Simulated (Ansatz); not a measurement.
BiClO:
Space group P4/nmm, origin choice 1 (No. 129); a = b = 3.8941 Å, c = 7.5785 Å, α = β = γ = 90.00°

```csv
atom,site,symmetry,x,y,z
Bi,2c,4mm,0.5000,0.0000,0.1657
Cl,2c,4mm,0.0000,0.5000,0.3447
O,2a,-4m2,0.0000,0.0000,0.0000
```

Relaxed with r²SCAN.

Problem. Which orbitals make up the states near the band edges in DFT-r²SCAN in the program Ansatz with PAW potentials?

Solution. Top 1 eV of the valence band: Cl 3p 60 %, O 2p 29 %, Bi 6s 8 %. Bottom 1 eV of the conduction band: Bi 6p 75 %, O 2s 10 %, O 2p 5 %. Projections are on Löwdin-orthogonalised atomic valence shells; empty p or d shells of many metals are not among them.

Problem. Tabulate the density of states.

Solution. States/eV per cell of 6 atoms, in 0.25 eV bins, energy from the valence-band maximum.

```
E (eV)  total  Cl 3p  O 2p  Bi 6p
------  -----  -----  ----  -----
-7.85    0.55   0.03  0.04   0.01
-7.60    0.50   0.02  0.03   0.01
-7.35    0.44   0.02  0.01   0.01
-7.10    0.33   0.01  0.00   0.01
-6.85    0.01   0.00  0.00   0.00
-6.60    0.00   0.00  0.00   0.00
-6.35    0.00   0.00  0.00   0.00
-6.10    0.00   0.00  0.00   0.00
-5.85    0.00   0.00  0.00   0.00
-5.60    0.00   0.00  0.00   0.00
-5.35    0.00   0.00  0.00   0.00
-5.10    0.00   0.00  0.00   0.00
-4.85    2.71   0.33  1.54   0.74
-4.60    4.54   0.53  2.70   1.17
-4.35    3.26   0.49  1.83   0.85
-4.10    2.26   0.36  1.29   0.55
-3.85    2.37   0.40  1.37   0.53
-3.60    1.39   0.33  0.68   0.32
-3.35    4.00   1.04  1.87   0.90
-3.10    4.61   1.58  1.84   1.00
-2.85    3.80   1.21  1.66   0.78
-2.60    3.63   1.25  1.63   0.64
-2.35    4.88   1.95  2.03   0.73
-2.10    4.35   1.75  1.87   0.55
-1.85    4.12   1.86  1.76   0.36
-1.60    5.55   3.12  1.94   0.30
-1.35    8.92   5.51  2.89   0.27
-1.10   11.71   7.67  3.60   0.20
-0.85    9.70   6.17  3.06   0.16
-0.60    6.06   4.05  1.28   0.15
-0.35    6.30   3.29  1.93   0.18
-0.10    1.84   0.90  0.57   0.05
0.15     0.00   0.00  0.00   0.00
0.40     0.00   0.00  0.00   0.00
0.65     0.00   0.00  0.00   0.00
0.90     0.00   0.00  0.00   0.00
1.15     0.00   0.00  0.00   0.00
1.40     0.00   0.00  0.00   0.00
1.65     0.00   0.00  0.00   0.00
1.90     0.00   0.00  0.00   0.00
2.15     0.00   0.00  0.00   0.00
2.40     0.00   0.00  0.00   0.00
2.65     0.00   0.00  0.00   0.00
2.90     0.00   0.00  0.00   0.00
3.15     0.04   0.00  0.00   0.03
3.40     0.18   0.00  0.01   0.13
3.65     0.32   0.01  0.02   0.24
3.90     0.56   0.03  0.04   0.41
4.15     1.54   0.10  0.08   1.11
4.40     2.72   0.22  0.15   1.91
4.65     2.79   0.26  0.19   1.92
4.90     3.46   0.28  0.38   2.29
5.15     3.30   0.24  0.42   2.22
5.40     3.58   0.23  0.46   2.51
5.65     4.77   0.23  0.68   3.44
5.90     5.32   0.33  0.78   3.74
6.15     4.01   0.25  0.69   2.73
6.40     4.50   0.26  0.80   3.02
6.65     3.91   0.27  0.67   2.62
6.90     3.22   0.26  0.59   2.11
7.15     3.16   0.28  0.61   2.00
7.40     0.46   0.02  0.08   0.32
7.65     0.15   0.01  0.03   0.11
```

The first step of the workflow began from a Materials Project structure, measured or hypothetical; the Crystallography Open Database files this formula in space group No. 129, but the cells were not matched. Whether it is the stable phase at ambient conditions was not checked. The r²SCAN relaxation kept the symmetry of its start; its stability against distortions is not shown here. A crystal of weakly bound layers computed without a dispersion correction: the cell and the soft elastic constants depend strongly on that. Scalar-relativistic: spin–orbit coupling is off unless named, which matters more the heavier the elements.

Potentials: the later of the program's two PAW sets.
